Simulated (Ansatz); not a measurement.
An elastic constant from a strain scan in SnSe

Computed with DFT LDA, scalar-relativistic, plane waves, PAW in Ansatz 0.2.0. The runs took a 420 eV cutoff, a Γ-centred 8×8×8 mesh and Gaussian smearing (0.05 eV). No spin polarisation. Energies are free energies at this smearing, counted from the undisturbed cell; pressure is positive in compression.

Reference structure (relaxed at this level; this rock-salt form isn't the usual structure):

```xyz
2
Lattice="0.0000 2.9466 2.9466 2.9466 0.0000 2.9466 2.9466 2.9466 0.0000" Properties=species:S:1:pos:R:3 pbc="T T T"
Sn    0.0000    0.0000    0.0000
Se    2.9466    2.9466    2.9466
```

The cell is strained by ε times the Voigt pattern (0, 1, 0, 0, 0, 0) (xx, yy, zz, yz, xz, xy; engineering shear) with fractional coordinates fixed. The cell holds 2 atoms in V0 = 51.17 Å³. The stress column is τ = (1/V0) dE/dε, got from the stress tensor σ (compression positive) at each point as −det(1 + εP) σ : P(1 + εP)⁻¹, with P the pattern as a tensor.

```csv
ε,ΔE (meV/atom),τ (GPa)
-0.0200,5.375,-3.518
-0.0150,2.955,-2.557
-0.0100,1.280,-1.650
-0.0050,0.307,-0.793
0.0000,0.000,0.014
0.0050,0.320,0.774
0.0100,1.226,1.489
0.0150,2.684,2.160
0.0175,3.610,2.480
0.0200,?,?
```

Problem. Which combination of elastic constants does this scan measure, and how large is it?

Solution. For small ε, τ = τ0 + Kε with K = pᵀCp, which for this pattern is C11 in the cubic axes. The parabola through τ at ε = -0.0050, 0 and 0.0050 has slope K = 157 GPa at zero. The energies per cell, E = NΔE, of the same two points give K = 2[E(ε₊)/ε₊ − E(ε₋)/ε₋]/[(ε₊ − ε₋)V0] = 157 GPa, in agreement.

Problem. Predict the withheld row at ε = 0.0200 from the harmonic law, and compare.

Solution. ΔE = V0(τ0 ε + Kε²/2)/N = 5.052 meV/atom and τ = 3.15 GPa. The calculation gives 4.662 meV/atom and 2.79 GPa: the energy lies 8 % below the harmonic value, as bonds soften when stretched.